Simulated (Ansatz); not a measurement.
TiSi in space group Cmmm (No. 65; Ti on 2b, Si on 2d) under volume change, the program Ansatz at the LDA level (PAW), shape and atoms relaxed at each volume.

| V (Å³/atom) | E − E(relaxed) (meV/atom) | P (GPa) |
|---|---|---|
| 12.527 | 61.2 | 16.98 |
| 12.940 | 26.1 | 10.48 |
| 13.353 | 6.2 | 4.97 |
| 13.766 | 0.0 | 0.00 |
| 14.179 | 5.5 | -4.14 |
| 14.592 | 20.7 | -7.61 |
| 15.005 | 43.9 | -10.35 |

**Question.** What does a third-order Birch–Murnaghan fit give for V₀, B₀ and B′?

**Answer.** V₀ = 13.77 Å³/atom, B₀ = 147 GPa, B′ = 4.3.

The first step of the workflow began from a Materials Project structure, measured or hypothetical; the Crystallography Open Database copy checked does not list it. COD files the formula under space group No. 25. Its standing as an ambient phase is unchecked. Symmetry was held in the LDA relaxation; whether a distortion lowers the energy is not shown. The run is not spin-polarised.

Potentials: the earlier of the program's two PAW sets. The files were generated under PBE; for other functionals the program regenerates the frozen cores, and for LDA and PBEsol the local potential too.
